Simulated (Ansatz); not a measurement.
**Relaxing indium (bcc)**

Theory: Ansatz 0.2.0, DFT, BLYP, plane waves (420 eV) with PAW, scalar-relativistic. (PAW data from PBE, frozen cores regenerated.)

k-point mesh 12×12×12, Fermi-Dirac smearing 0.1 eV, no spin polarisation. Cell and atoms relax.

Starting structure:

```cif
data_structure
_symmetry_space_group_name_H-M 'P 1'
_symmetry_Int_Tables_number 1
_cell_length_a 3.2384
_cell_length_b 3.2384
_cell_length_c 3.2384
_cell_angle_alpha 109.471
_cell_angle_beta 109.471
_cell_angle_gamma 109.471
_cell_volume 26.14
loop_
_atom_site_label
_atom_site_type_symbol
_atom_site_fract_x
_atom_site_fract_y
_atom_site_fract_z
_atom_site_occupancy
In1 In 0.00000 0.00000 0.00000 1
```

What cell does the relaxation end in?

Im-3m with a = 3.980 Å; 31.53 Å³ per atom against 26.14 at the start (20.6 %).

How much energy does the relaxation gain?

91.1 meV per atom.

Path of the relaxation (the plane waves are chosen anew near the end, which can shift the energy a little):

| step | E − E(final) (meV/atom) | V (Å³/atom) | P (GPa) | max force (eV/Å) |
| --- | --- | --- | --- | --- |
| 0 | 91.15 | 26.144 | 6.60 | 0.000 |
| 1 | 5.88 | 30.009 | 1.23 | 0.000 |
| 2 | 0.94 | 31.062 | 0.34 | 0.000 |
| 3 | 0.51 | 31.529 | 0.00 | 0.000 |
| 4 | 0.00 | 31.529 | -0.01 | 0.000 |
